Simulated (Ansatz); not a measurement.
**Elastic constants of Br: input and output**

Method: Ansatz, DFT PBEsol, scalar-relativistic, plane waves, PAW.

Launched with:
```bash
ansatz run input.yaml --threads 1 --pin off --max-ram 4096MiB --backend cpu --events-out ev --progress --plain --runs-dir out
```

Input (bare energies are in eV):
```yaml
crystal:
  lattice:
    - [3.6014861458, -2.0109047855, 0.0]
    - [3.6014861458, 2.0109047855, 0.0]
    - [0.0, 0.0, 8.5326216898]
  atoms:
    - { symbol: Br, position: [0.8457310414, 0.1542689586, 0.1200680338] }
    - { symbol: Br, position: [0.6542689586, 0.3457310414, 0.6200680338] }
    - { symbol: Br, position: [0.1542689586, 0.8457310414, 0.8799319662] }
    - { symbol: Br, position: [0.3457310414, 0.6542689586, 0.3799319662] }
basis:
  ecutwfc: 420
kpoints:
  mp_grid: { grid: [8, 8, 4] }
hamiltonian:
  xc: pbesol
scf:
  occupations: { method: fixed }
output:
  forces: true
  stress: true
  eigenvalues: true
elastic:
  mode: relaxed_ion
  stencil: two_point
```

From the output:
```
--- Elastic constants: 6 strain directions × 2 members + reference (group order 8) ---
  dense FFT box of the reference and of every strained cell: 30×30×60
  strains applied: 11, 22, 33, 23, 13, 12; error gains: componentwise 1.00 (the most a stress slope's error grows in a printed constant), spectral 1.00 (1 for all six strains in a standard setting)
  reference relaxed by the batch: 3 steps; max|allowed force component| 2.88e-4 eV/Å at the deck's positions, 2.00e-5 at the last accepted step, 1.99e-5 by the solve of record
  largest displacement 3.0e-5 Å; the constants are those of the deck's cell at these positions:
  atoms:
    - { symbol: Br, position: [0.8457377650407993, 0.15426223495920072, 0.12006664077933489] }
    - { symbol: Br, position: [0.6542622349592008, 0.3457377650407992, 0.6200666407793348] }
    - { symbol: Br, position: [0.15426223495920072, 0.8457377650407993, 0.8799333592206652] }
    - { symbol: Br, position: [0.3457377650407992, 0.6542622349592008, 0.3799333592206652] }
  C = ∂σ_k/∂η_j (tension-positive GPa; Voigt order 11 22 33 23 13 12):
         7.510      1.876     -0.436      0.000      0.000      0.000
         1.897     29.353     26.584      0.000      0.000      0.000
        -0.391     26.585     55.957      0.000      0.000      0.000
         0.000      0.000      0.000     33.787      0.000      0.000
         0.000      0.000      0.000      0.000      1.670      0.000
         0.000      0.000      0.000      0.000      0.000      3.162
  reference stress σ⁰ (GPa):      0.002      0.000     -0.005     -0.000     -0.000     -0.000
  C* (energy form; C + prestress term) asymmetry max|C*_kj − C*_jk| = 3.853e-2 GPa — a small one proves nothing (zero by symmetry where the batch's group is 432, −43m or m−3m); a large one is finite-difference/SCF noise where every solve ...
  moduli (Voigt/Reuss/Hill, GPa): K = 16.55/6.38/11.46   G = 12.04/3.83/7.94   E = 19.35   ν = 0.219
  mechanically stable: yes (min eigenvalue of sym C = 1.67 GPa)
  the stresses are not corrected for the forces that the relaxations left standing (`elastic.f_tol`)
  strain η (Voigt 11):  stress-route row diagonal C_11 = 7.51 GPa, energy-path curvature d²(F+E_count+ΔE)/dδ²/Ω₀ = 7.49 GPa
         δ    σ_11 (GPa) F (eV) n_scf n_hpsi n_pw
    -2.000e-3      -0.0132      -10945.8907602       8   19360   2432   relax 2 steps, max|allowed force component| 2.99e-5 eV/Å
     2.000e-3       0.0169      -10945.8907557       8   19124   2442   relax 3 steps, max|allowed force component| 1.53e-5 eV/Å
  strain η (Voigt 22):  stress-route row diagonal C_22 = 29.35 GPa, energy-path curvature d²(F+E_count+ΔE)/dδ²/Ω₀ = 29.36 GPa
         δ    σ_22 (GPa) F (eV) n_scf n_hpsi n_pw
    -2.000e-3      -0.0589      -10945.8907246       6   18114   2430   relax 4 steps, max|allowed force component| 1.62e-6 eV/Å
     2.000e-3       0.0586      -10945.8907213       7   18474   2442   relax 4 steps, max|allowed force component| 6.24e-7 eV/Å
  strain η (Voigt 33):  stress-route row diagonal C_33 = 55.96 GPa, energy-path curvature d²(F+E_count+ΔE)/dδ²/Ω₀ = 55.94 GPa
         δ    σ_33 (GPa) F (eV) n_scf n_hpsi n_pw
    -2.000e-3      -0.1172      -10945.8906771       6   18333   2430   relax 4 steps, max|allowed force component| 4.23e-6 eV/Å
     2.000e-3       0.1066      -10945.8906894       7   18238   2450   relax 4 steps, max|allowed force component| 4.68e-6 eV/Å
  strain η (Voigt 23):  stress-route row diagonal C_44 = 33.79 GPa, energy-path curvature d²(F+E_count+ΔE)/dδ²/Ω₀ = 33.80 GPa
         δ    σ_23 (GPa) F (eV) n_scf n_hpsi n_pw
    -2.000e-3      -0.0676      -10945.8907176       7   23525   2440   relax 4 steps, max|allowed force component| 1.52e-5 eV/Å
     2.000e-3       0.0676      -10945.8907176       7   23497   2440   relax 4 steps, max|allowed force component| 1.52e-5 eV/Å
  strain η (Voigt 13):  stress-route row diagonal C_55 = 1.67 GPa, energy-path curvature d²(F+E_count+ΔE)/dδ²/Ω₀ = 1.66 GPa
         δ    σ_13 (GPa) F (eV) n_scf n_hpsi n_pw
    -2.000e-3      -0.0033      -10945.8907668       7   22542   2438   relax 1 steps, max|allowed force component| 2.22e-5 eV/Å
     2.000e-3       0.0033      -10945.8907668       7   22508   2438   relax 1 steps, max|allowed force component| 2.22e-5 eV/Å
  strain η (Voigt 12):  stress-route row diagonal C_66 = 3.16 GPa, energy-path curvature d²(F+E_count+ΔE)/dδ²/Ω₀ = 3.15 GPa
         δ    σ_12 (GPa) F (eV) n_scf n_hpsi n_pw
    -2.000e-3      -0.0063      -10945.8907649       8   34402   2438   relax 4 steps, max|allowed force component| 3.36e-5 eV/Å
     2.000e-3       0.0063      -10945.8907649       8   34456   2438   relax 4 steps, max|allowed force component| 3.36e-5 eV/Å
```

Time: 6.1 min on 1 thread of Arm Neoverse V2 (shared host), peak memory 0.5 GiB.

The crystal is built of layers and no dispersion correction was added, so the binding between them is poorly described, and with it their spacing and whatever depends on it.